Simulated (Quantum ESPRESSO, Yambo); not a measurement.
# LiIOH₂: DFT and GW levels

```xyz
10
Lattice="6.4345 0.0000 0.0000 0.0000 4.3971 0.0000 0.0000 0.0000 5.6203" Properties=species:S:1:pos:R:3 pbc="T T T"
H      4.8259     2.9702     1.9830
H      1.6086     1.4269     3.6373
H      4.8259     1.4269     1.9830
H      1.6086     2.9702     3.6373
Li     3.2172     2.1986     0.0000
Li     0.0000     2.1986     0.0000
O      4.8259     2.1986     1.3655
O      1.6086     2.1986     4.2548
I      4.8259     0.0000     4.1896
I      1.6086     0.0000     1.4306
```

The geometry is that of Materials Project entry mp-1180504, symmetrised and not relaxed again.

Starting point: LDA (Quantum ESPRESSO, PseudoDojo norm-conserving, 84 Ry, scalar-relativistic). G0W0 in Yambo: 2×2×2 Γ-centred k mesh, bands 3 to 219 and a 7 Ry block in the screening, 219 bands in G with the Bruneval-Gonze terminator, plasmon pole fitted at 27.2 eV.

```yaml
LDA gap along the band path: 3.39 eV
LDA gap between the mesh's edge points ((0, -0.5, 0) → Γ): 3.39 eV
G0W0 gap between the same points: 5.60 eV
LDA smallest direct gap on the mesh (at Γ): 3.53 eV
G0W0 direct gap at that point: 5.74 eV
```

```
k point       band  E LDA (eV)  E QP (eV)  shift (eV)     Z
------------  ----  ----------  ---------  ----------  ----
Γ               VB       -0.15      -1.42       -1.27  0.81
Γ               CB        3.39       4.32        0.93  0.84
(0, -0.5, 0)    VB        0.00      -1.28       -1.28  0.81
(0, -0.5, 0)    CB        5.19       6.19        1.01  0.84
```

Energies count from the LDA valence-band maximum.

Nearest settings tried, and what they do to the gap: 168 bands in W, 168 bands in G: -16 meV; 6 Ry block (267 vectors against 349): -53 meV; 1×2×2 mesh: -88 meV. So the settings aren't converged at that level. The k mesh is coarse.

Without spin-orbit coupling, band edges of such heavy elements can be off by tenths of an eV.

The structure is a Materials Project entry; no match was found in the copy of COD used, and its stability was not checked.

The distance between layers or molecules is the database entry's, not relaxed here. Functionals without dispersion can leave it too large, which widens gaps and weakens the response across layers: the numbers belong to this cell.
